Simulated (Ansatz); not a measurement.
**LaMg₂Rh₉, a known structure type with other elements, at an estimated volume**

```
CELL_PARAMETERS angstrom
5.12109 0.00000 0.00000
-2.56054 4.43500 0.00000
0.00000 -2.95666 8.27670
ATOMIC_POSITIONS crystal
La 0.00000 0.00000 0.00000
Rh 0.50000 0.00010 0.50010
Rh 0.66645 0.33280 0.99925
Rh 0.33355 0.66720 0.00075
Rh 0.58665 0.66940 0.25605
Rh 0.58665 0.17330 0.25605
Rh 0.08275 0.66940 0.25605
Rh 0.41335 0.33060 0.74395
Rh 0.91725 0.33060 0.74395
Rh 0.41335 0.82670 0.74395
Mg 0.14470 0.28940 0.43410
Mg 0.85530 0.71060 0.56590
```

Single point in Ansatz 0.2.0 with PBE, no spin polarisation. Cutoff 420 eV, PAW datasets, 7×7×7 Γ-centred k mesh, fermi-dirac filling (width 0.1 eV).

At the Fermi level: It is a metal, with about 14 states/eV a cell as the mean within 0.25 eV of the Fermi level, mostly Rh d (88 %).
Contacts: Rh–Rh at 2.51 Å: least valence density 0.50 e/Å³ and ELF 0.26 there. Rh–Mg at 2.95 Å: least valence density 0.13 e/Å³ and ELF 0.12 there. La–Rh at 2.96 Å: least valence density 0.26 e/Å³ and ELF 0.17 there. These are pseudo-fields; inside the PAW spheres they differ from the all-electron ones.
Stress: The pressure is 15.4 GPa (compression positive), so with the atoms held at these fractions the cell would first expand. The principal stresses 14.2, 14.2, 17.8 GPa differ, so its shape would change too.
Forces: The largest is on Rh5 (and as large on other atoms): 0.35 eV/Å, components (0.26, -0.15, 0.18). It makes 96° with the line to a nearest neighbour, Rh2 at 2.51 Å.

Origin: a known structure type with other elements, at an estimated volume, so it need not be a known compound. Caveats: atoms or cell far from equilibrium; f levels without a U or exact exchange are poorly placed.
